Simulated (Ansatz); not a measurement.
The cell is an ordered 6-atom cell of AlB₂N₃ on the zincblende lattice (I-4m2); cell and atoms were relaxed with r2SCAN. Space group I-4m2 (No. 119), tetragonal; conventional cell a = 2.711 Å, c = 11.889 Å, 7.28 Å³ an atom. B has 4 N at 1.61–1.62 Å; N has 4 B at 1.62 Å; N has 2 B at 1.61 Å and 2 Al at 1.82 Å; Al has 4 N at 1.82 Å.

```
CELL_PARAMETERS angstrom
-1.35542 1.35542 5.94450
1.35542 -1.35542 5.94450
1.35542 1.35542 -5.94450
ATOMIC_POSITIONS crystal
B 0.82445 0.82445 0.00000
N 0.25000 0.75000 0.50000
B 0.17555 0.17555 0.00000
N 0.60222 0.10222 0.50000
Al 0.50000 0.50000 0.00000
N 0.89778 0.39778 0.50000
```

The questions ask for values computed with the PAW code Ansatz on this geometry. The cell comes from a prototype generator: it can be a known phase or a hypothetical one. Spin polarisation is off.

Given (12×12×12 mesh): With PBE the valence top lies at Γ and the conduction bottom at X, 3.26 eV higher; the smallest vertical gap, at M, is 3.62 eV.

**Question.** How does the gap change from PBE to r2SCAN (12×12×12)?

**Answer.** With r2SCAN the valence top lies at Γ and the conduction bottom at X, 3.83 eV higher; the smallest vertical gap, at M, is 4.18 eV. A second conduction valley, at M, lies only 38 meV higher, so their order isn't settled. The gap differs by +0.57 eV from PBE's.

**Question.** How does the gap change from PBE to HSE06 (8×8×8)?

**Answer.** HSE06 gives an indirect gap of 4.55 eV, from Γ to X; the least direct gap is 4.97 eV at M. The gap differs by +1.29 eV from PBE's.

**Question.** How does the gap change from PBE to PBE0 (8×8×8)?

**Answer.** With PBE0 the valence top lies at Γ and the conduction bottom at X, 5.31 eV higher; the smallest vertical gap, at M, is 5.73 eV. The gap differs by +2.05 eV from PBE's.

**Question.** Roughly how does the cost of the PBE0 run (8×8×8) compare with r2SCAN's (12×12×12)?

**Answer.** About 20 times as much (21 core-minutes against 60 core-seconds, on 4 threads of Intel(R) Xeon(R) Processor @ 2.50GHz (Skylake/Cascade Lake), with other jobs on the host).
